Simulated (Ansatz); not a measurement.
Cu:
Space group I4/mmm (No. 139); a = b = 2.8807 Å, c = 2.7287 Å, α = β = γ = 90.00°

| atom | site | symmetry | x | y | z |
|---|---|---|---|---|---|
| Cu | 2a | 4/mmm | 0.0000 | 0.0000 | 0.0000 |
(The calculation used a cell of 1 atom; values per cell refer to that cell.)

Relaxed at zero pressure with DFT-r²SCAN+D4 in the program Ansatz with PAW potentials.

Q: The volume is raised by 9 % and shape and atoms relax at that volume. What pressure results, and how do the axes share the change?

A: -11.7 GPa; a 3.5 %, b 3.5 %, c 1.8 %; the energy rises by 41 meV/atom.

Q: Give the new structure.

A: 
Space group I4/mmm (No. 139); a = 2.9807 Å, b = 2.9807 Å, c = 2.7779 Å, α = 90.00°, β = 90.00°, γ = 90.00°

| atom | site | symmetry | x | y | z |
|---|---|---|---|---|---|
| Cu | 2a | 4/mmm | 0.0000 | 0.0000 | 0.0000 |

The phase is kept; no other phase was compared at this pressure.

The first step of the workflow began from a Materials Project structure, measured or hypothetical; the Crystallography Open Database copy checked does not list it. It is not the phase usual at ambient conditions (space group No. 225). The r²SCAN+D4 relaxation kept the symmetry of its start. At this level the phase is mechanically unstable. The run is not spin-polarised. The pairwise dispersion correction was not fitted to metals. Axis ratios of metals converge slowly with the k-mesh, so a and c are less sure than the volume.

Potentials: the later of the program's two PAW sets.
